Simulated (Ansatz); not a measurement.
**In3As: an elastic constant from a strain scan**

These are results of DFT PBEsol+D3(BJ), scalar-relativistic, plane waves, PAW (Ansatz), not measurements. The runs took a 420 eV cutoff, a Γ-centred 10×10×10 mesh and Gaussian smearing (0.15 eV). No spin polarisation. Energies are free energies at this smearing, counted from the undisturbed cell; pressure is positive in compression.

Reference structure (relaxed at this level; it needn't be the usual structure):

```
In As
1.0
     4.50244    0.00000    0.00000
     0.00000    4.50244    0.00000
     0.00000    0.00000    4.50244
In As
3 1
Direct
  0.00000 0.50000 0.50000
  0.50000 0.00000 0.50000
  0.50000 0.50000 0.00000
  0.00000 0.00000 0.00000
```

The cell is strained by ε times the Voigt pattern (0, 1, 0, 0, 0, 0) (xx, yy, zz, yz, xz, xy; engineering shear) with fractional coordinates fixed. The cell holds 4 atoms in V0 = 91.27 Å³. The stress column is τ = (1/V0) dE/dε, got from the stress tensor σ (compression positive) at each point as −det(1 + εP) σ : P(1 + εP)⁻¹, with P the pattern as a tensor.

```
      ε  ΔE (meV/atom)  τ (GPa)
-0.0400          5.460   -2.055
-0.0300          2.972   -1.455
-0.0200          1.282   -0.926
-0.0100          0.307   -0.449
 0.0000          0.000    0.019
 0.0100          0.378    0.521
 0.0200          1.502    1.060
 0.0300          3.381    1.569
 0.0350          4.582    1.803
 0.0400              ?        ?
```

Task: Which combination of elastic constants does this scan measure, and how large is it?

Result: For small ε, τ = τ0 + Kε with K = pᵀCp, which for this pattern is C11 in the cubic axes. The parabola through τ at ε = -0.0100, 0 and 0.0100 has slope K = 49 GPa at zero. The energies per cell, E = NΔE, of the same two points give K = 2[E(ε₊)/ε₊ − E(ε₋)/ε₋]/[(ε₊ − ε₋)V0] = 48 GPa, in agreement.

Task: Predict the withheld row at ε = 0.0400 from the harmonic law, and compare.

Result: ΔE = V0(τ0 ε + Kε²/2)/N = 5.639 meV/atom and τ = 1.96 GPa. The calculation gives 5.946 meV/atom and 2.03 GPa: the energy lies 5 % above the harmonic value.

In a metal these slopes depend on the k mesh and the smearing.

Cost: 10 runs of about 6.1 core-minutes in all, on Intel Xeon Processor @ 2.50GHz (Skylake/Cascade Lake) (shared hosts).